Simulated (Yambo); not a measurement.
Yambo run on CdSe (zinc blende, space group F-43m, No. 216). The wavefunctions are PBE (stringent potentials; pw.x of Quantum ESPRESSO, ONCV potentials, scalar-relativistic) ones on a 4×4×4 mesh (22 occupied bands); a = b = c = 4.3013 Å, α = β = γ = 60.00°.

Yambo input:

```
rim_cut
HF_and_locXC
RandQpts= 1000000
RandGvec= 1 Ry
EXXRLvcs= 120 Ry
VXCRLvcs= 480 Ry
% QPkrange
 1 | 1 | 22 | 23 |
 3 | 3 | 22 | 23 |
 7 | 7 | 22 | 23 |
 8 | 8 | 22 | 23 |
%
```

k points by index: 1 = Γ, 3 = L, 7 = X, 8 = W.

Resulting energies as the program prints them:

```
#    K-point    Band    Eo [eV]    Ehf [eV]    Vxc [eV]    Vnlxc [eV]
#
    1    22    0.000000    -2.525155    -15.98686    -18.51201
    1    23    0.608647    4.174044    -11.69017    -8.124771
    3    22    -0.747014    -3.499470    -14.87159    -17.62405
    3    23    2.398384    6.411592    -11.41397    -7.400763
    7    22    -1.847239    -4.937756    -13.32457    -16.41509
    7    23    3.150640    6.660301    -9.082237    -5.572576
    8    22    -2.203233    -5.258104    -12.40522    -15.46009
    8    23    5.036634    10.06025    -13.87218    -8.848572
```
Exchange alone, without screening.

Spin-orbit coupling is not included.

Geometry relaxed with PBEsol.
